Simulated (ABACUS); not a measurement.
Consider a self-consistent single point of InSe (Pm, 8 atoms in the cell; from Materials Project mp-1079260, changed as shown).

```xyz
8
Lattice="3.9664 0.0000 0.0000 -2.0237 3.5051 0.0000 0.0000 0.0000 18.0521" Properties=species:S:1:pos:R:3 pbc="T T T"
In     0.0000     0.0000    10.4231
In     0.0000     0.0000     7.6290
In    -0.0270     2.3367    16.6550
In    -0.0270     2.3367     1.3970
Se     1.9697     1.1684    15.3984
Se     1.9697     1.1684     2.6537
Se    -0.0270     2.3367    11.6800
Se    -0.0270     2.3367     6.3720
```

Method: PBEsol, PseudoDojo 0.4 standard norm-conserving PBEsol (tails mended) pseudopotentials (plane waves; ABACUS).

ABACUS settings:

| setting | value |
|---|---|
| KPT | Gamma 3 3 1 0 0 0 |
| basis_type | pw |
| ecutwfc | 86 Ry |
| smearing_method | gaussian |
| smearing_sigma | 0.00367493 Ry |
| potentials | PseudoDojo 0.4 standard norm-conserving PBEsol (tails mended) |
| symmetry | 1 |
| ks_solver | dav_subspace |
| scf_nmax | 100 |
| scf_thr | 1.0e-09 Ry |
| mixing_type | broyden |

Question: Estimate, at this level of theory: pressure and largest force (vector length).

Answer: The run gave:

| Item | Value |
|---|---|
| Pressure | 1.14 GPa |
| Largest force (vector length) | 0.261 eV/Å |

For comparison: a first run was changed to give this one (lattice vector a scaled by 0.98), and from it to this one the free energy goes up by 6.3 meV/atom, the pressure goes from 0.12 to 1.14 GPa and the largest force goes from 0.077 to 0.261 eV/Å.

The structure comes from a collection of computed structures, made at another level of theory; the collection holds predicted forms beside known ones.

Cost on one core: very roughly 7 core-minutes.

“Tails mended”: in these copies of the files the far tail of each local potential was reset to the Coulomb form.
